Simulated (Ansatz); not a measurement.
Input and command of a plane-wave DFT calculation in Ansatz:

```yaml
crystal:
  lattice:
    - [2.5967929164, 0.0, 0.0]
    - [0.0, 2.5967929164, 0.0]
    - [0.0, 0.0, 7.3530210452]
  atoms:
    - { symbol: Ni, position: [1.0, 0.0, 0.0], spin: 1.0 }
    - { symbol: Ru, position: [0.5, 0.5, 0.25] }
    - { symbol: Ni, position: [1.0, 0.0, 0.5], spin: -1.0 }
    - { symbol: Ru, position: [0.5, 0.5, 0.75] }
basis:
  ecutwfc: 420
kpoints:
  mp_grid: { grid: [16, 16, 6] }
hamiltonian:
  xc: pbe
scf:
  occupations: { method: gaussian, width: 0.1 }
  lower_state_search: "off"
output:
  forces: true
  stress: true
  eigenvalues: true
  populations: true
magnetization:
  spin_polarized: true
```

```bash
ansatz run input.yaml --threads 1 --pin off --max-ram 2560MiB --backend cpu --events-out ev --progress --plain --runs-dir out
```

Processor: Intel(R) Xeon(R) 6975P-C (Granite Rapids), 1 thread, on a host shared with other jobs.

Estimate time, memory and problem size.

About 21 s on 1 thread of Intel(R) Xeon(R) 6975P-C (Granite Rapids), on a shared host, peak memory 0.71 GiB. It solves 42 bands at 180 k points (the mesh reduced by the symmetry that the task leaves, which can be less than the crystal's) with about 957 plane waves, in 19 SCF iterations.
